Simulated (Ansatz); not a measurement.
NbZn₃:
```
NbZn3
1.0
    3.90146     0.00000     0.00000
    0.00000     3.90146     0.00000
    0.00000     0.00000     3.90146
Zn Nb
3 1
Cartesian
  0.00000   1.95073   1.95073
  1.95073   0.00000   1.95073
  1.95073   1.95073   0.00000
  0.00000   0.00000   0.00000
```

Relaxed with r²SCAN.

Q: Give the Bader charges and basin volumes of the independent atoms, DFT-r²SCAN in the program Ansatz with PAW potentials.

A: 

| atom | Bader charge (e) | Bader volume (Å³) |
|---|---|---|
| Zn1 | -0.28 | 14.6 |
| Nb4 | +0.84 | 15.5 |

Space group Pm-3m (Cu3Au type). The workflow started from an entry of the Crystallography Open Database (COD). Whether it is the stable phase at ambient conditions was not checked. The r²SCAN relaxation kept the symmetry of its start; whether a distortion lowers the energy is not shown. No spin polarisation was allowed.

Potentials: the later of the program's two PAW sets.
